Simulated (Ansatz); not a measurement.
A geometry of AlRu away from equilibrium: step 2 of the relaxation of a relaxed AlRu cell, doubled along one cell vector, shaken by Gaussian noise of σ = 0.08 Å a coordinate. Method: r2SCAN (plane waves to 500 eV, PAW, scalar-relativistic; Ansatz, a program for electronic structure). Γ-centred k-mesh 11×11×4 on the run's cell (coarser than for final values), Fermi–Dirac smearing 0.05 eV. The plane waves were selected for a different cell earlier on the path.

```yaml
crystal:
  lattice:
    - [1.48389, -4.52555, -0.00514]
    - [1.43743, 4.51032, 0.00656]
    - [0.00389, 0.01052, 8.21307]
  atoms:
    - { symbol: Al, position: [0.57880, 0.38913, 0.36657] }
    - { symbol: Al, position: [0.59610, 0.40484, 0.86727] }
    - { symbol: Al, position: [0.41745, 0.60400, 0.11584] }
    - { symbol: Al, position: [0.40536, 0.58561, 0.61677] }
    - { symbol: Ru, position: [0.88549, 0.16026, 0.36766] }
    - { symbol: Ru, position: [0.86928, 0.13948, 0.86388] }
    - { symbol: Ru, position: [0.13947, 0.86954, 0.11295] }
    - { symbol: Ru, position: [0.14997, 0.86621, 0.61799] }
```

Question: What forces act on the atoms (eV/Å)?

Answer: 
```json
[
 {"atom": "Al1", "Fx": "0.43", "Fy": "0.28", "Fz": "-0.10"},
 {"atom": "Al2", "Fx": "0.06", "Fy": "0.30", "Fz": "-0.15"},
 {"atom": "Al3", "Fx": "0.03", "Fy": "-0.01", "Fz": "0.02"},
 {"atom": "Al4", "Fx": "0.35", "Fy": "-0.34", "Fz": "-0.06"},
 {"atom": "Ru5", "Fx": "-0.38", "Fy": "-0.28", "Fz": "-0.15"},
 {"atom": "Ru6", "Fx": "0.08", "Fy": "-0.12", "Fz": "0.16"},
 {"atom": "Ru7", "Fx": "-0.22", "Fy": "-0.12", "Fz": "0.42"},
 {"atom": "Ru8", "Fx": "-0.35", "Fy": "0.30", "Fz": "-0.13"}
]
```

The path ends in Pm-3m (No. 221) (CsCl type). No spin polarisation in the result.

Of the parent cell (Cmcm (No. 63)): it is a generated cell of AlRu: the first start was made by placing the elements on the sites of a structure type, and the end was not matched to a known phase here, so it may be hypothetical.
